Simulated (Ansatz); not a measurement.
KHgF$_{3}$:
```
CELL_PARAMETERS angstrom
      3.19429    -3.19508     0.00000
      3.19429     3.19508     0.00000
      0.00000     0.00000     4.51841
ATOMIC_POSITIONS crystal
  K  0.00000 0.00000 0.50000
  Hg 0.50000 0.50000 0.00000
  F  0.00000 0.50000 0.00000
  F  0.50000 0.00000 0.00000
  F  0.50000 0.50000 0.50000
```

Relaxed with r²SCAN. 

HSE06 on this cell (Ansatz, a first-principles code, PAW) gives a gap of 2.27 eV. What does r²SCAN give?

1.08 eV.

Cost on shared cores: the r²SCAN run (SCF on a 6×6×6 mesh, then bands and DOS) around 100 core-seconds (rough), the HSE06 run (SCF on 4×4×4, then a few points) roughly 110 core-seconds; the tasks are unlike.

Space group Pm-3m (cubic perovskite). The first step of the workflow began from a Materials Project structure, measured or hypothetical; the Crystallography Open Database copy checked does not list it. COD files the formula under space group No. 65. Its standing as an ambient phase is unchecked. Symmetry was held in the r²SCAN relaxation; its stability against distortions is not shown here. Spin–orbit coupling is left out wherever it is not named.

Potentials: the later of the program's two PAW sets.

Ansatz is a plane-wave DFT program.
